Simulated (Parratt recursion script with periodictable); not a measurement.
## Peak EUV reflectivity of a Si/Mo multilayer on Si against the number of periods

```
layer, from the top  thickness (Å)  density (g/cm³)  rms roughness of its top face (Å)  δ at 13.5 nm  β at 13.5 nm
-------------------  -------------  ---------------  ---------------------------------  ------------  ------------
Si (in each period)           44.5            2.313                                  0  9.927 × 10⁻⁴      0.001813
Mo (in each period)           29.6           10.026                                  0       0.07476      0.006314
Si (substrate)                   –            2.313                                  0  9.927 × 10⁻⁴      0.001813
```

The refractive index is n = 1 − δ + iβ; the runs take δ and β at each wavelength of the scan. Vacuum lies above.

Densities are inputs, not measurements. They were set from computed cells of the Materials Project: Si from entry mp-149 (Fd-3m, 2.313 g/cm³); Mo from entry mp-129 (Im-3m, 10.026 g/cm³). A layer's crystal structure does not enter its constants, only its composition and density.

Method: EUV and soft X-ray reflectivity, Parratt recursion, Névot-Croce roughness, Henke tables (Parratt recursion script with periodictable 1.7.1).

Light falls at α = 20° from the surface normal. It is s-polarised. The wavelength is scanned from 12.42 to 14.58 nm in 161 evenly spaced points, without smoothing. The peak is the highest scan point; its wavelength and height come from a parabola through R at that point and its two neighbours.

The runs differ in the number of periods N alone.

```
N    peak λ (nm)  peak R (%)
---  -----------  ----------
10        13.521        36.3
15        13.518        54.0
25        13.542           ?
60        13.570        73.6
120       13.570        73.7
```

Estimate the peak reflectivity for N = 25, trying the form R = R∞ tanh²(aN + b).

Take R∞ from the largest stack, 73.7 % at N = 120. For the shown rows under 97 % of it, y = artanh[(R/R∞)^½] is 0.871 at N = 10, 1.278 at N = 15. The line through them has a = 0.0814 and b = 0.057. This form gives tanh²y = 1.000 at N = 120, in keeping with the choice of R∞. At N = 25, y = 2.092 and R = 73.7 × tanh²y = 69.3 %.

The run gave 69.1 %, so the form misses by 0.2 points.
